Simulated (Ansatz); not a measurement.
Input:

Re:
```
Re
1.0
    1.37639     0.79466     6.65710
   -1.37639     0.79466     6.65710
    0.00000    -1.58932     6.65710
Re
3
Cartesian
  0.00000   0.00000   0.00000
  0.00000   0.00000   4.43799
  0.00000   0.00000  15.53332
```

This is the PBEsol-relaxed structure.

### Question
All from the program Ansatz at the PBEsol level (PAW), unless another level is named. Give the density of states at the Fermi level.

### Answer
0.81 states/eV per atom (mean over ±0.08 eV).

### Question
Predict the gap with spin–orbit coupling.

### Answer
none (metallic).

Space group R-3m (9R (Sm type)). The first step of the workflow began from a Materials Project structure, measured or hypothetical; the Crystallography Open Database copy checked does not list it. It is not the phase usual at ambient conditions (space group No. 194). Symmetry was held in the PBEsol relaxation; of distortions, only those at the zone centre were tested. The run is not spin-polarised. Spin–orbit coupling is left out wherever it is not named.

Potentials: the later of the program's two PAW sets.
